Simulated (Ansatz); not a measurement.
NiSSe (Janus 1T monolayer), relaxed with r2SCAN in Ansatz. In-plane lattice: a = 3.403 Å, b = 3.403 Å, γ = 120.0°; thickness between the outer nuclei 2.43 Å. Around Ni lie 3 S at 2.27 Å and 3 Se at 2.35 Å; around S lie 3 Ni at 2.27 Å; around Se lie 3 Ni at 2.35 Å.

The axes x, y and z are those of this cell:
```xyz
3
Lattice="3.4028 0.0000 0.0000 -1.7014 2.9469 0.0000 0.0000 0.0000 29.4949" Properties=species:S:1:pos:R:3 pbc="T T F"
Ni    0.0000    0.0000    9.0486
S     0.0000    1.9646   10.1931
Se    1.7014    0.9823    7.7583
```
The sheet repeats along a and b alone.

Unstrained: With r2SCAN the valence top lies at Γ and the conduction bottom at Γ–K (0.76 of the way from Γ), 0.394 eV higher; the smallest vertical gap, at Γ–M (0.40 of the way from Γ), is 0.965 eV. With HSE06 the valence top lies at Γ and the conduction bottom at Γ–K (0.76 of the way from Γ), 0.755 eV higher; the smallest vertical gap, at Γ–M (0.40 of the way from Γ), is 1.369 eV. Meshes: r2SCAN 12×12×1, HSE06 6×6×1. Strains are changes of length per length, and xy shears are angles. After each strain the atoms were relaxed again with r2SCAN within the symmetry that the strain leaves, so tilts or polar shifts that break it weren't tested; points keep the names that they have in the unstrained zone. Values at 0 K without nuclear motion; spin polarisation is off, and the phase may be a hypothetical one.

Task: Apply xy shear, engineering strain (angle) -1.0 %. How far does the gap move, against the unstrained cell?

Result: r2SCAN: the gap goes from 0.394 to 0.341 eV (-0.053 eV); the edges go from Γ → Γ–K (0.76) to Γ → Γ–K (0.75); with r2SCAN the top three valence levels at Γ, grouped 2+1 from the top over 893 meV, become 1+1+1 over 939 meV. The r2SCAN energy rises by 0.3 meV an atom.

Task: Estimate what uniaxial -0.5 % along x, other directions held does to the gap.

Result: r2SCAN: the gap goes from 0.394 to 0.334 eV (-0.060 eV); with r2SCAN the top three valence levels at Γ, grouped 2+1 from the top over 893 meV, become 1+1+1 over 958 meV. HSE06: the gap goes from 0.755 to 0.692 eV (-0.063 eV). The r2SCAN energy rises by 0.2 meV an atom.

Task: Estimate what in-plane biaxial -2.5 % does to the gap.

Result: r2SCAN: the gap goes from 0.394 to 0.037 eV (-0.357 eV); so small a gap is at the limit of these settings; with r2SCAN the top three valence levels at Γ, grouped 2+1 from the top over 893 meV, become 2+1 over 1371 meV. HSE06: the gap goes from 0.755 to 0.375 eV (-0.380 eV). The r2SCAN energy rises by 15.2 meV an atom.

Spin-orbit coupling is left out.

Where an edge lies off the special points, it is a point of the mesh or the k point where a search put PBE's edge or least direct gap, reused for the other functionals, whose own edges may lie a little apart.

The meshes of the hybrids are coarse, so their gaps aren't converged to the digits shown.

The splittings at Γ are without spin-orbit coupling, which regroups them where it is of like size or larger.
